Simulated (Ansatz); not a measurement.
InGaAs2 in space group P-4m2 (No. 115; In on 1d, Ga on 1b, As on 2g) at seven volumes, DFT-PBEsol in the program Ansatz with PAW potentials, shape and atoms relaxed at each. One row is withheld.

```tsv
V (Å³/atom)	P (GPa)
23.059	7.19
23.819	4.36
24.579	?
25.339	0.00
26.100	-1.69
26.860	-3.12
27.620	-4.31
```

Fit the shown pressures and predict the withheld one.

Third-order Birch–Murnaghan: P = (3/2)B₀(x^(7/2) − x^(5/2))[1 + (3/4)(B′ − 4)(x − 1)] with x = (V₀/V)^(2/3). Least squares on the six rows gives V₀ = 25.337 Å³/atom, B₀ = 61.14 GPa, B′ = 4.69. At V = 24.579, x = 1.0205 and P = 1.99 GPa. The run itself gave 2.00 GPa.

The workflow started from a Materials Project entry (that database holds measured and hypothetical structures alike); the Crystallography Open Database copy checked does not list it. With In and Ga taken as one species the cell has the higher symmetry F-43m, so it may be an ordered model of a mixed-site phase. Whether it is the stable phase at ambient conditions was not checked. The cell was relaxed with PBEsol under the symmetry of its start; whether a distortion lowers the energy is not shown.

Potentials: the later of the program's two PAW sets.
